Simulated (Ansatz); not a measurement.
SnSb (rock salt, Fm-3m) at seven volumes, the program Ansatz at the PBEsol level (PAW), scaled uniformly. One row is withheld.

```
V (Å³/atom)  P (GPa)
-----------  -------
25.633             ?
26.478          4.31
27.323          1.96
28.168          0.00
29.013         -1.64
29.858         -3.02
30.703         -4.17
```

**Question.** Fit the shown pressures and predict the withheld one.

**Answer.** P = (3/2)B₀(x^(7/2) − x^(5/2))[1 + (3/4)(B′ − 4)(x − 1)] with x = (V₀/V)^(2/3). Least squares on the six rows gives V₀ = 28.168 Å³/atom, B₀ = 59.8 GPa, B′ = 4.92. At V = 25.633, x = 1.0649 and P = 7.12 GPa. The run itself gave 7.09 GPa.

The workflow started from an entry of the Crystallography Open Database (COD), which files this formula under 2 space groups. Whether it is the stable phase at ambient conditions was not checked. The PBEsol relaxation kept the symmetry of its start; whether a distortion lowers the energy is not shown. Spin–orbit coupling is left out wherever it is not named.

Potentials: the later of the program's two PAW sets.
